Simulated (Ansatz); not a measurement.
Question: Name crystals whose computed values (PBE in the plane-wave PAW code Ansatz) fall in these windows: highest Γ mode, no LO–TO term (cm⁻¹) 420 to 600; gap (eV) 0.66 to 0.81.

Answer: 

```csv
crystal,"highest Γ mode, no LO–TO term (cm⁻¹)",gap (eV)
"ZnO, wurtzite",508,0.74
"ZnO, P6_3mc (Pearson symbol hP12)",522,0.67
```
Others may fit too.

Built on a structure type that need not be the filed one of that space group: ZnO, P6_3mc (Pearson symbol hP12). Not the usual ambient phase: ZnO, P6_3mc (Pearson symbol hP12). All cells were relaxed under the symmetry of their starts (and spin orders); stability against distortions was not tested throughout.

Potentials: the later of the program's two PAW sets.
